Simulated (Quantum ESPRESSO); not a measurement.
# Computed records: Al$_{2}$ZnSiN$_{4}$ (made-up cell)

All values are calculated (Quantum ESPRESSO 7.5). Calculation on a made-up crystal cell, not a measurement, run twice, once with a planted mistake found by running each candidate: periodic Kohn-Sham density functional theory in plane waves with PseudoDojo standard norm-conserving scalar-relativistic pseudopotentials, each functional with its own files (v0.5 for PBE, v0.4.1 for LDA and PBEsol), no spin polarisation, no spin-orbit coupling, atoms not relaxed, stress positive in tension, energies less a fixed whole-eV offset for each atom's element; levels are Kohn-Sham levels at fractions of this cell's reciprocal vectors, counted from the reference band (half the neutral cell's valence electrons, rounded up) at Gamma; error bars cover cutoff and k-mesh only, not smearing or the files; a charged cell sits in a uniform background, with energy and stress on this program's zero of potential; each bar is the largest change over components, and at least 0.002 eV, 0.002 eV per angstrom or 0.02 GPa; energies are for the whole cell, and the offsets were chosen from early runs and are not element reference energies; a distance is the largest change of any value in units of its error bar, a scale change is of lengths, and a coarse mesh keeps the half-step shift.

Entry: Al$_{2}$ZnSiN$_{4}$ (made-up cell)

Intended structure:
```
CELL_PARAMETERS angstrom
2.97530 -0.02450 0.00570
-0.04240 5.30430 0.03790
0.00930 0.03570 4.96480
ATOMIC_POSITIONS crystal
Al 0.99522 0.00847 0.00735
Al 0.50059 0.49852 0.00245
Zn 0.50273 0.17781 0.49144
Si 0.99115 0.66016 0.50764
N 0.00378 0.99145 0.37597
N 0.50376 0.49671 0.36872
N 0.50741 0.18047 0.86750
N 0.99743 0.66981 0.87648
```

- lattice type: wurtzite
- intended functional: pbe
- intended cutoff: 1143 eV
- intended fermi dirac smearing: 0.025 eV
- intended scf tolerance: 1e-07 eV
- intended electrons removed: 0
- healthy free energy less offsets: -3.007 eV
- healthy smearing term minus ts: 0 eV
- healthy scf iterations: 11
- healthy pressure: 19.22 GPa
- healthy stress xx: -21.43 GPa
- healthy stress yy: -18.21 GPa
- healthy stress zz: -18.01 GPa
- healthy stress yz: 1.83 GPa
- healthy stress xz: -0.34 GPa
- healthy stress xy: -2.86 GPa
- faulty free energy less offsets: -2.736 eV
- faulty smearing term minus ts: 0 eV
- faulty scf iterations: 12
- faulty pressure: 19.49 GPa
- faulty stress xx: -22.6 GPa
- faulty stress yy: -19.59 GPa
- faulty stress zz: -16.26 GPa
- faulty stress yz: 2.26 GPa
- faulty stress xz: 0.09 GPa
- faulty stress xy: -2.8 GPa
- candidate k points along each vector: 2
- candidate cutoff: 653 eV
- candidate smearing: 0.72 eV
- candidate functional: lda
- candidate scf tolerance: 0.3 eV
- candidate electrons removed: 1
- candidate scale change: -1.08 percent
- candidate first exchanged site: 2
- candidate second exchanged site: 3
- intended k mesh: 6 x 4 x 4, shifted by half a step
- structure shown: as intended, without the mistake
- fault kind: atoms exchanged
- other mistakes run: 7
- distance from healthy: 1295 error bars
- distance from nearest other mistake: 1222 error bars
- healthy error bar energy: 0.002 eV
- healthy error bar stress: 0.03333 GPa
- healthy error bar force: 0.00275 eV/Å

Atoms:
```
atoms element  atom site  atom energy offset (eV)
           Al          1                      -64
           Al          2                      -64
           Zn          3                    -5687
           Si          4                     -115
            N          5                     -283
            N          6                     -283
            N          7                     -283
            N          8                     -283
```

Healthy forces:
```
site  x (eV/Å)  y (eV/Å)  z (eV/Å)
   1     0.335      0.57    -1.082
   2    -0.409    -0.755    -1.165
   3     0.235    -2.397     0.947
   4     0.541     2.684     -0.91
   5     -0.32    -4.941    -0.187
   6    -0.483     5.127     1.427
   7    -0.314    -0.515     3.098
   8     0.416     0.226    -2.127
```

Faulty forces:
```
site  x (eV/Å)  y (eV/Å)  z (eV/Å)
   1     0.345    -0.485    -2.856
   2    -0.621      0.29    -1.055
   3     0.144    -2.168     2.065
   4     0.541     1.296     1.844
   5    -0.263    -1.471     0.699
   6    -0.427     2.849     4.071
   7    -0.263    -3.322    -0.464
   8     0.544     3.011    -4.303
```

Candidate mistake: coarse kmesh, low cutoff, wide smearing, wrong functional, loose scf, wrong charge, cell scaled, atoms exchanged
